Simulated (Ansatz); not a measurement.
Relaxed HfN (rock salt):

```
HfN
1.0
    0.00000     4.52548     4.52548
    2.26274     0.00000     2.26274
    2.26274     2.26274     0.00000
N Hf
2 2
Cartesian
  0.00000   0.00000   0.00000
  0.00000   2.26274   2.26274
  2.26274   2.26274   2.26274
  2.26274   4.52548   4.52548
```

Scan: atom 3 (Hf, nearest neighbour N at 2.263 Å; its periodic images, 3.2 Å or more away, move with it) is displaced towards the nearest neighbour, direction (-1.000, 0.000, 0.000) in Cartesian axes, by s. The other atoms stay.

Level of theory: r2SCAN (plane waves to 500 eV, PAW, scalar-relativistic; Ansatz, an electronic-structure program). k mesh 7×14×14 (Γ-centred), Fermi-Dirac smearing 0.05 eV. E stands for the smeared free energy. With partly filled bands, energies and forces of such displacements shift with the k mesh and the smearing. HfN is run without spin polarisation. HfN was relaxed with its symmetry unable to fall. Spin-orbit coupling is left out, though Hf is heavy. The zero of ΔE is the undisplaced structure. The last digit holds for this mesh only.

```
s (Å)   ΔE (meV/cell)
------  -------------
-0.230          315.8
-0.184       withheld
-0.138          105.2
-0.092           45.7
-0.046           11.2
0.000             0.0
0.046            11.2
0.092            45.7
0.138           105.2
0.184        withheld
0.230           315.8
```

Fit an even polynomial form (powers 2, 4) to the given rows and predict ΔE at s = 0.184.

Least squares on the 9 given rows: ΔE = (5278)·s² + (13080)·s⁴, in meV/cell with s in Å; root-mean-square residual 0.05 meV/cell. At 0.184 the fit gives 193.7 meV/cell; the calculation gives 193.4 meV/cell, so the interpolation is off by 0.3 (+0.2 %). The quadratic term alone would give 178.7 meV/cell.

(For displaced atoms, the force is minus the slope of the energy, and its curvature is a force constant, which sets phonon frequencies.)
